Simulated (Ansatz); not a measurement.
Input file for Ansatz (a quantum-chemistry and plane-wave program):

Ansatz 0.2 input:
```yaml
crystal:
  lattice:
    - [3.8095826562, 0.0, 0.0]
    - [-1.9047913281, 3.2991953581, 0.0]
    - [0.0, 0.0, 24.9123511985]
  atoms:
    - { symbol: Zn, position: [0.3333333333, 0.6666666667, 0.7500329516] }
    - { symbol: Zn, position: [0.6666666667, 0.3333333333, 0.2500329516] }
    - { symbol: Zn, position: [0.3333333333, 0.6666666667, 0.124941683] }
    - { symbol: Zn, position: [0.6666666667, 0.3333333333, 0.624941683] }
    - { symbol: Zn, position: [0.0, 0.0, 0.0000370122] }
    - { symbol: Zn, position: [0.0, 0.0, 0.5000370122] }
    - { symbol: Zn, position: [0.6666666667, 0.3333333333, 0.875156031] }
    - { symbol: Zn, position: [0.3333333333, 0.6666666667, 0.375156031] }
    - { symbol: S, position: [0.0, 0.0, 0.5937199113] }
    - { symbol: S, position: [0.0, 0.0, 0.0937199113] }
    - { symbol: S, position: [0.6666666667, 0.3333333333, 0.9688070969] }
    - { symbol: S, position: [0.3333333333, 0.6666666667, 0.4688070969] }
    - { symbol: S, position: [0.3333333333, 0.6666666667, 0.2186179129] }
    - { symbol: S, position: [0.6666666667, 0.3333333333, 0.7186179129] }
    - { symbol: S, position: [0.6666666667, 0.3333333333, 0.3438774011] }
    - { symbol: S, position: [0.3333333333, 0.6666666667, 0.8438774011] }
kpoints:
  mp_grid: { grid: [7, 7, 1] }
hamiltonian:
  xc: r2scan
  pseudopotentials: { kind: paw }
scf:
  occupations: { method: fixed }
output:
  optics: { e_range: [0.0, 15.0], de: 0.05, sigma: 0.1, bands: { spectra_wanted_up_to: 12 eV } }
```

Output (shortened):

```
output.optics: the spectra are integrated over the Brillouin zone by k·p interpolation around the k-points, where levels, occupations, output.optics.sigma and …
Pseudopotential: Zn, paw, valence charge 12
Pseudopotential: S, paw, valence charge 6
Functional definition: r2SCAN
Crystal: 16 atoms, lattice volume = 313.112 Å³
Basis set: ecut = 500 eV, 7849 PW (Γ), exchange–correlation on 120×120×768 points (64 copies of the dense FFT grid, shifted against one another)
Bands: 88, of which v1, the nominal top of the filled ones, is band 72 counted from 1 (71 counted from 0)
Symmetry: 12 space group operations
Space group: P63mc (ITA 186), of the structure as read, at distance tolerance 6.8e-5 Å
k-points: 8 of 49
SCF iter   1: F=—  HF=-33867.608867 eV  |F-HF|=—  |Δ(HF+E_count)|=         —  Δρ=1.54e-2  dr2=3.74e-1  dr2_τ=5.29e-2  ethr=1.77e-3  ⟨swp⟩=5.1  Hψ=2758  notcnv=0  defer=85
preconditioner: auto → Resta (q_TF=auto, 2.397 Å⁻¹)
SCF iter   2: F=—  HF=-33867.605363 eV  |F-HF|=—  |Δ(HF+E_count)|=   3.50e-3  Δρ=2.37e-3  dr2=1.08e-2  dr2_τ=2.19e-3  ethr=2.60e-4  ⟨swp⟩=2.9  Hψ=1367  notcnv=0  defer=111
SCF iter   3: F=—  HF=-33867.592575 eV  |F-HF|=—  |Δ(HF+E_count)|=   1.28e-2  Δρ=3.27e-3  dr2=1.56e-2  dr2_τ=1.19e-4  ethr=7.50e-6  ⟨swp⟩=2.5  Hψ=1163  notcnv=0  defer=112
SCF iter   4: F=—  HF=-33867.591325 eV  |F-HF|=—  |Δ(HF+E_count)|=   1.25e-3  Δρ=6.57e-4  dr2=7.55e-4  dr2_τ=3.62e-5  ethr=7.50e-6  ⟨swp⟩=3.0  Hψ=1156  notcnv=0  defer=112
SCF iter   5: F=—  HF=-33867.591423 eV  |F-HF|=—  |Δ(HF+E_count)|=   9.77e-5  Δρ=1.58e-4  dr2=6.53e-5  dr2_τ=1.79e-6  ethr=5.24e-7  ⟨swp⟩=2.9  Hψ=1223  notcnv=0  defer=84
SCF iter   6: F=—  HF=-33867.591452 eV  |F-HF|=—  |Δ(HF+E_count)|=   2.93e-5  Δρ=5.03e-5  dr2=5.74e-6  dr2_τ=2.50e-8  ethr=4.53e-8  ⟨swp⟩=2.0  Hψ=1204  notcnv=0  defer=76
SCF iter   7: F=—  HF=-33867.591297 eV  |F-HF|=—  |Δ(HF+E_count)|=   1.55e-4  Δρ=2.40e-5  dr2=1.11e-6  dr2_τ=1.06e-8  ethr=3.99e-9  ⟨swp⟩=2.0  Hψ=1161  notcnv=0  defer=76
SCF iter   8: F=—  HF=-33867.591296 eV  |F-HF|=—  |Δ(HF+E_count)|=   6.77e-7  Δρ=7.90e-6  dr2=1.53e-7  dr2_τ=2.65e-9  ethr=7.70e-10  ⟨swp⟩=2.0  Hψ=1140  notcnv=0  defer=76
SCF iter  13: F=-33867.591296 eV  HF=-33867.591296 eV  |F-HF|=1.46e-11  |Δ(HF+E_count)|=    0.00e0  Δρ=2.54e-8  dr2=2.26e-12  dr2_τ=2.74e-14  ethr=1.00e-12  ⟨swp⟩=14.8  Hψ=3468  notcnv=0
SCF 1 converged in 13 iterations: F = -33867.591296 eV  dr2 = 2.26e-12
NSCF: frozen V_eff on 8 k-points
Optics k sum: 0 of 8 k-points
Optics k sum: 1 of 8 k-points
Optics k sum: 2 of 8 k-points
Optics k sum: 3 of 8 k-points
Optics k sum: 4 of 8 k-points
Optics k sum: 5 of 8 k-points
Optics k sum: 6 of 8 k-points
Optics k sum: 7 of 8 k-points
Optics k sum: 8 of 8 k-points
Optics k sum: 0 of 8 k-points
Optics k sum: 1 of 8 k-points
Optics k sum: 2 of 8 k-points
Optics k sum: 3 of 8 k-points
Optics k sum: 4 of 8 k-points
Optics k sum: 5 of 8 k-points
Optics k sum: 6 of 8 k-points
Optics k sum: 7 of 8 k-points
Optics k sum: 8 of 8 k-points
NSCF: frozen V_eff on 1 k-points
NSCF: frozen V_eff on 1 k-points
NSCF: frozen V_eff on 1 k-points
NSCF: frozen V_eff on 1 k-points
NSCF: frozen V_eff on 1 k-points
output.optics: what the bands over the 153 summed would add to eps1, eps2 and the energy-loss function is held between a lower and an upper bound (8 Lanczos …
SCF converged after 13 iterations
Free energy (F): -33867.591296 eV
Harris-Foulkes:  -33867.591296 eV  (|F-HF|=1.46e-11)
Internal energy: -33867.591296 eV  (E = F + TS)
E sigma→0 (E₀):  -33867.591296 eV
Fermi energy:    5.618987 eV
--- Per-component energies (eV) ---
  E_band       = -9.212440
  E_kinetic    = 1900.533248
  E_local      = -16337.012625  (includes V_loc(G=0)·N_el)
  E_nonlocal   = 5172.861332
  E_hartree    = 6854.864547
  E_xc         = -1726.394348
  E_vxc        = -1185.942417  (∫ρ·V_xc dr)
  E_paw        = -19679.291088  (= ΣΔE_a)
  E_vpaw       = -3328.055380  (= ΣTr[D̂ρ^β])
  E_aug_tail   = -0.000534  (compensation charges beyond the density's cutoff)
  E_vtau       = 58.674761  (kinetic-family band-sum trace: ∫τ·v_τ [+ j·A + Jᵃ·Aᵃ] dr)
  E_ewald      = -10050.812744
  E_core_change = -2.339084  (= ΣΔE_core)
  E_smearing   =  0.000000  (= −TS)
  E_closure    = 0.000000  (closes the sum)
  Σ components = -33867.591296   (vs F -33867.591296, Δ=0.00e0)
  [band-id]    e_kinetic+e_local+e_nonlocal+2·e_hartree+e_vxc+e_vpaw+e_augmentation_tail+e_vtau = -9.212523   (vs E_band -9.212440, Δ=-8.35e-5)
--- Band table (eV; the first three rows and the last of 8) ---
  k-point 0: bands = ["-8.1227", "-8.0052", "-7.9969", "-7.6866", "-7.6807", "-7.3287", "-7.3194", "-7.1590", "-0.9179", "-0.9130", "-0.9101", "-0.9101", "-0.9042", "-0.8991", "-0.8991", "-0.8800", "-0.8800", "-0.8663", "-0.8563", "-0.8511", "-0.8511", …
  k-point 1: bands = ["-7.9822", "-7.8710", "-7.8630", "-7.5713", "-7.5654", "-7.2386", "-7.2292", "-7.0822", "-0.9319", "-0.9280", "-0.9053", "-0.8876", "-0.8819", "-0.8818", "-0.8760", "-0.8691", "-0.8547", "-0.8502", "-0.8485", "-0.8166", "-0.8071", …
  k-point 2: bands = ["-7.6204", "-7.5302", "-7.5230", "-7.2916", "-7.2858", "-7.0370", "-7.0277", "-6.9200", "-0.9459", "-0.9327", "-0.8955", "-0.8669", "-0.8309", "-0.8250", "-0.8247", "-0.8069", "-0.8044", "-0.7944", "-0.7899", "-0.7817", "-0.7742", …
  k-point 7: bands = ["-7.0452", "-7.0167", "-7.0113", "-6.9435", "-6.9389", "-6.8762", "-6.8684", "-6.8449", "-0.8214", "-0.8177", "-0.7945", "-0.7919", "-0.7900", "-0.7755", "-0.7398", "-0.7243", "-0.7208", "-0.7152", "-0.6866", "-0.6750", "-0.6425", …
```

Cost: very roughly 17 core-minutes on shared cores.

Space group P6_3mc. The first step of the workflow began from a Materials Project structure, measured or hypothetical. Its sites differ from those of the usual phase in this space group: another stacking or structure type. The r²SCAN relaxation kept the symmetry of its start; its stability against distortions is not shown here.

Potentials: the later of the program's two PAW sets.

Ansatz is a plane-wave DFT program.
